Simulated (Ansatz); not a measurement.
Ansatz (a first-principles code) input:

Ansatz 0.2 input:
```yaml
crystal:
  lattice:
    - [3.5649195244, 0.0, 0.0]
    - [-1.7824597622, 3.0873108706, 0.0]
    - [0.0, 0.0, 5.8164677284]
  atoms:
    - { symbol: Zn, position: [0.0, 0.0, 0.0] }
    - { symbol: Zn, position: [0.0, 0.0, 0.5] }
    - { symbol: S, position: [0.3333333333, 0.6666666667, 0.25] }
    - { symbol: S, position: [0.6666666667, 0.3333333333, 0.75] }
kpoints:
  mp_grid: { grid: [9, 9, 5] }
hamiltonian:
  xc: pbesol
  pseudopotentials: { azcp: { folder: ./paw }, kind: paw }
scf:
  occupations: { method: fixed }
elastic: { mode: relaxed_ion, stencil: two_point, amplitude: 0.005, f_tol: 0.0005 }
```

Output (shortened):

```
Pseudopotential: Zn, paw, valence charge 12
Pseudopotential: S, paw, valence charge 6
Functional definition: PBEsol
Crystal: 4 atoms, lattice volume = 64.016 Å³
Basis set: ecut = 420 eV, 1237 PW (Γ), exchange–correlation on 48×48×80 points (8 copies of the dense FFT grid, shifted against one another)
Bands: 22, of which v1, the nominal top of the filled ones, is band 18 counted from 1 (17 counted from 0)
Symmetry: 24 space group operations
Space group: P63/mmc (ITA 194), of the structure as read, at distance tolerance 4.0e-5 Å
k-points: 36 of 405
SCF 1 converged in 12 iterations: F = -8333.700973 eV  dr2 = 4.49e-14
Crystal: 4 atoms, lattice volume = 63.696 Å³
Symmetry: 8 space group operations
k-points: 75 of 405
SCF 2 converged in 11 iterations: F = -8333.700238 eV  dr2 = 5.82e-14
relax step   1: F+E_penalty+E_count = -8333.70023779 eV  Δ(F+E_penalty+E_count) = +0.000e0 eV  max|allowed force component| = 4.448e-3 eV/Å  Δτ_max = 0.0000 Å  (11 SCF iters, accepted)
Crystal: 4 atoms, lattice volume = 63.696 Å³
SCF 3 converged in 7 iterations: F = -8333.700240 eV  dr2 = 9.84e-14
relax step   2: F+E_penalty+E_count = -8333.70024030 eV  Δ(F+E_penalty+E_count) = -2.517e-6 eV  max|allowed force component| = 2.967e-3 eV/Å  Δτ_max = 0.0003 Å  (7 SCF iters, accepted)
Crystal: 4 atoms, lattice volume = 63.696 Å³
SCF 4 converged in 8 iterations: F = -8333.700242 eV  dr2 = 4.48e-15
relax step   3: F+E_penalty+E_count = -8333.70024232 eV  Δ(F+E_penalty+E_count) = -2.016e-6 eV  max|allowed force component| = 2.094e-7 eV/Å  Δτ_max = 0.0007 Å  (8 SCF iters, accepted)
Crystal: 4 atoms, lattice volume = 63.696 Å³
SCF 5 converged in 8 iterations: F = -8333.700242 eV  dr2 = 8.96e-14
Crystal: 4 atoms, lattice volume = 64.336 Å³
SCF 6 converged in 11 iterations: F = -8333.700297 eV  dr2 = 2.84e-14
relax step   1: F+E_penalty+E_count = -8333.70029669 eV  Δ(F+E_penalty+E_count) = +0.000e0 eV  max|allowed force component| = 5.583e-3 eV/Å  Δτ_max = 0.0000 Å  (11 SCF iters, accepted)
Crystal: 4 atoms, lattice volume = 64.336 Å³
SCF 7 converged in 8 iterations: F = -8333.700304 eV  dr2 = 1.19e-14
relax step   2: F+E_penalty+E_count = -8333.70030406 eV  Δ(F+E_penalty+E_count) = -7.376e-6 eV  max|allowed force component| = 1.844e-4 eV/Å  Δτ_max = 0.0013 Å  (8 SCF iters, accepted)
Crystal: 4 atoms, lattice volume = 64.336 Å³
SCF 8 converged in 7 iterations: F = -8333.700304 eV  dr2 = 8.57e-14
Crystal: 4 atoms, lattice volume = 63.696 Å³
SCF 9 converged in 9 iterations: F = -8333.700064 eV  dr2 = 7.83e-14
Crystal: 4 atoms, lattice volume = 64.336 Å³
Basis set: ecut = 420 eV, 1249 PW (Γ), exchange–correlation on 48×48×80 points (8 copies of the dense FFT grid, shifted against one another)
SCF 10 converged in 8 iterations: F = -8333.700075 eV  dr2 = 7.11e-15
Crystal: 4 atoms, lattice volume = 64.016 Å³
Symmetry: 4 space group operations
k-points: 115 of 405
SCF 11 converged in 10 iterations: F = -8333.700966 eV  dr2 = 8.91e-14
relax step   1: F+E_penalty+E_count = -8333.70096608 eV  Δ(F+E_penalty+E_count) = +0.000e0 eV  max|allowed force component| = 1.147e-5 eV/Å  Δτ_max = 0.0000 Å  (10 SCF iters, accepted)
Crystal: 4 atoms, lattice volume = 64.016 Å³
SCF 12 converged in 6 iterations: F = -8333.700966 eV  dr2 = 2.22e-14
Crystal: 4 atoms, lattice volume = 64.016 Å³
SCF 13 converged in 11 iterations: F = -8333.700966 eV  dr2 = 8.19e-14
relax step   1: F+E_penalty+E_count = -8333.70096608 eV  Δ(F+E_penalty+E_count) = +0.000e0 eV  max|allowed force component| = 1.148e-5 eV/Å  Δτ_max = 0.0000 Å  (11 SCF iters, accepted)
Crystal: 4 atoms, lattice volume = 64.016 Å³
SCF 14 converged in 6 iterations: F = -8333.700966 eV  dr2 = 2.46e-14
SCF converged after 12 iterations
Free energy (F): -8333.700973 eV
Harris-Foulkes:  -8333.700973 eV  (|F-HF|=0.00e0)
Internal energy: -8333.700973 eV  (E = F + TS)
E sigma→0 (E₀):  -8333.700973 eV
Fermi energy:    8.639192 eV
--- Per-component energies (eV) ---
  E_band       = 97.708492
  E_kinetic    = 506.031023
  E_local      = -4085.353076  (includes V_loc(G=0)·N_el)
  E_nonlocal   = 1716.313679
  E_hartree    = 1545.355539
  E_xc         = -331.700942
  E_vxc        = -268.224863  (∫ρ·V_xc dr)
  E_paw        = -4906.740846  (= ΣΔE_a)
  E_vpaw       = -861.768827  (= ΣTr[D̂ρ^β])
  E_aug_tail   = -0.000535  (compensation charges beyond the density's cutoff)
  E_ewald      = -2779.324425
  E_core_change = 1.718610  (= ΣΔE_core)
  E_smearing   =  0.000000  (= −TS)
  E_closure    = 0.000000  (closes the sum)
  Σ components = -8333.700973   (vs F -8333.700973, Δ=0.00e0)
--- Forces (eV/Å), atoms counted from 1 ---
  atom   1  Zn     0.00000000     0.00000000     0.00000000
  atom   2  Zn     0.00000000     0.00000000     0.00000000
  atom   3  S      0.00000000     0.00000000     0.00000000
  atom   4  S      0.00000000     0.00000000     0.00000000
  max |Σ_I F_I| component: 0.0 eV/Å
--- Stress (GPa, compression-positive) ---
        0.007617       0.000000       0.000000
        0.000000       0.007617       0.000000
        0.000000       0.000000      -0.000086
  P = ⅓ Tr σ = 0.0050 GPa (0.050 kbar)
--- Band table (eV; the first three rows and the last of 36) ---
  k-point 0: bands = ["-5.4924", "-3.6862", "1.2262", "1.7991", "1.7991", "1.8917", "2.2060", "2.2060", "2.2241", "2.2241", "2.4496", "2.4496", "3.3716", "7.8631", "7.8631", "8.0180", "8.5287", "8.5287", "10.2900", "12.1262", "15.1141", "15.1141"]
  k-point 1: bands = ["-5.3681", "-3.9416", "1.5192", "1.8401", "1.8401", "1.9257", "2.1889", "2.1889", "2.2232", "2.2232", "2.4142", "2.4142", "3.4985", "7.0357", "7.9455", "7.9455", "8.4836", "8.4836", "11.0975", "12.2311", "15.0756", "15.0756"]
  k-point 2: bands = ["-5.0118", "-4.4850", "1.9197", "1.9496", "1.9496", "1.9876", "2.0858", "2.0858", "2.2709", "2.2709", "2.3402", "2.3402", "4.1484", "5.4700", "8.1422", "8.1422", "8.3475", "8.3475", "12.0737", "12.3821", "15.1423", "15.1423"]
  k-point 35: bands = ["-3.4163", "-3.4163", "1.8177", "1.8177", "1.8569", "2.0544", "2.0544", "2.2677", "2.3328", "2.3328", "2.6544", "2.6544", "3.1541", "3.5977", "4.4031", "4.4031", "8.0721", "8.0721", "11.3996", "13.2265", "13.2265", "13.2840"]
--- Elastic constants: 3 strain directions × 2 members + reference (group order 24) ---
  dense FFT box of the reference and of every strained cell: 24×24×40
  strains applied: 11, 33, 23; error gains …
  C = ∂σ_k/∂η_j (tension-positive GPa; Voigt order 11 22 33 23 13 12):
       141.536     84.991     63.638      0.000      0.000      0.000
        84.991    141.536     63.638      0.000      0.000      0.000
        63.633     63.633    182.231      0.000      0.000      0.000
         0.000      0.000      0.000      1.850      0.000      0.000
         0.000      0.000      0.000      0.000      1.850      0.000
         0.000      0.000      0.000      0.000      0.000     28.272
  reference stress σ⁰ (GPa):     -0.008     -0.008      0.000      0.000      0.000      0.000
  moduli (Voigt/Reuss/Hill, GPa): K = 98.87/98.62/98.75   G = 23.26/4.27/13.77   E = 39.47   ν = 0.433
  mechanically stable: yes (min eigenvalue of sym C = 1.85 GPa)
  strain η (Voigt 11):  stress-route row diagonal C_11 = 141.54 GPa, energy-path curvature d²(F+E_count+ΔE)/dδ²/Ω₀ = 141.56 GPa
         δ    σ_11 (GPa)             F (eV)   n_scf  n_hpsi   n_pw
    -5.000e-3      -0.7332       -8333.7002423       8   28481   1265   relax 3 steps, max|allowed force component| 2.09e-7 eV/Å
     5.000e-3       0.6821       -8333.7003041       7   27098   1282   relax 2 steps, max|allowed force component| 1.84e-4 eV/Å
  strain η (Voigt 33):  stress-route row diagonal C_33 = 182.23 GPa, energy-path curvature d²(F+E_count+ΔE)/dδ²/Ω₀ = 182.22 GPa
         δ    σ_33 (GPa)             F (eV)   n_scf  n_hpsi   n_pw
    -5.000e-3      -0.9203       -8333.7000636       9   18577   1269   relax 0 steps, max|allowed force component| 7.86e-17 eV/Å
     5.000e-3       0.9020       -8333.7000754       8   18783   1281   relax 0 steps, max|allowed force component| 1.48e-16 eV/Å
  strain η (Voigt 23):  stress-route row diagonal C_44 = 1.85 GPa, energy-path curvature d²(F+E_count+ΔE)/dδ²/Ω₀ = 1.84 GPa
         δ    σ_23 (GPa)             F (eV)   n_scf  n_hpsi   n_pw
    -5.000e-3      -0.0093       -8333.7009661       6   40035   1275   relax 1 steps, max|allowed force component| 1.15e-5 eV/Å
     5.000e-3       0.0093       -8333.7009661       6   39823   1275   relax 1 steps, max|allowed force component| 1.15e-5 eV/Å
```

Cost: very roughly 60 core-seconds on shared cores.

Space group P6_3/mmc (NiAs type). The start of the workflow was typed in or built on a structure type; neither database checked (COD, Materials Project) lists it. It is not the phase usual at ambient conditions (space group No. 186, 216). The cell was relaxed with PBEsol under the symmetry of its start; phonons show weakly imaginary modes.

Potentials: the earlier of the program's two PAW sets. The files were generated under PBE; for other functionals the program regenerates the frozen cores, and for LDA and PBEsol the local potential too.

Ansatz is a plane-wave DFT program.
